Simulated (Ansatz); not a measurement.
ZnSe:
```xyz
2
Lattice="0.0000 2.8168 2.8168 2.8168 0.0000 2.8168 2.8168 2.8168 0.0000" Properties=species:S:1:pos:R:3 pbc="T T T"
Zn     0.0000     0.0000     0.0000
Se     1.4084     1.4084     1.4084
```

Plane-wave PAW PBEsol (Ansatz code) gives a gap of 1.23 eV without spin–orbit coupling, maximum at Γ, minimum at Γ.

Question: What happens when spin–orbit coupling is switched on?

Answer: The gap decreases by 0.12 eV, to 1.11 eV; maximum at Γ, minimum at Γ.

Question: How large is the spin–orbit splitting of the valence top at Γ?

Answer: The fourfold level lies 0.39 eV above the split-off pair.

Question: Give the electron effective mass with spin–orbit coupling.

Answer: 0.090 mₑ (isotropic).

Space group F-43m (zinc blende). The cell was relaxed with PBEsol under the symmetry of its start.

Potentials: the earlier of the program's two PAW sets.
